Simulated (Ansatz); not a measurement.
Lu (hcp (Mg type), space group No. 194) is relaxed with r²SCAN (plane waves, PAW; program Ansatz). What lattice parameters of the conventional cell result?

a = 3.504 Å, c = 5.455 Å.

Space group P6_3/mmc (hcp (Mg type)). The r²SCAN relaxation kept the symmetry of its start. Axis ratios of metals converge slowly with the k-mesh, so a and c are less sure than the volume. Spin–orbit coupling is left out wherever it is not named.

Potentials: the later of the program's two PAW sets.
